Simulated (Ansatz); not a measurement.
Relaxed-ion elastic tensor of Pt (simple cubic, Pm-3m) in GPa (Voigt order), the program Ansatz at the r²SCAN level (PAW); density 18.35 g/cm³, 17.65 Å³ per atom.

```
 475  70.2  70.2   0.0   0.0   0.0
70.2   475  70.2   0.0   0.0   0.0
70.2  70.2   475   0.0   0.0   0.0
 0.0   0.0   0.0  10.7   0.0   0.0
 0.0   0.0   0.0   0.0  10.7   0.0
 0.0   0.0   0.0   0.0   0.0  10.7
```

**Question.** Is the crystal mechanically stable?

**Answer.** Yes: the smallest eigenvalue of C is 10.7 GPa.

**Question.** Work out the Voigt and Reuss bounds. Is their mean of use?

**Answer.** K_V = 205, K_R = 205; G_V = 87.3, G_R = 17.2 GPa. The bounds lie so far apart that a Hill average or a Debye temperature from it would say little.

The cell is a constructed one: a structure type filled with these elements; neither database checked (COD, Materials Project) lists it. It is not the phase usual at ambient conditions (space group No. 225). The r²SCAN relaxation kept the symmetry of its start; its stability against distortions is not shown here. The run is not spin-polarised. As this level gives no gap, shear constants depend on the k-mesh and smearing (Fermi–Dirac, 0.1 eV here). Scalar-relativistic: spin–orbit coupling is off unless named, which matters more the heavier the elements.

Potentials: the later of the program's two PAW sets.
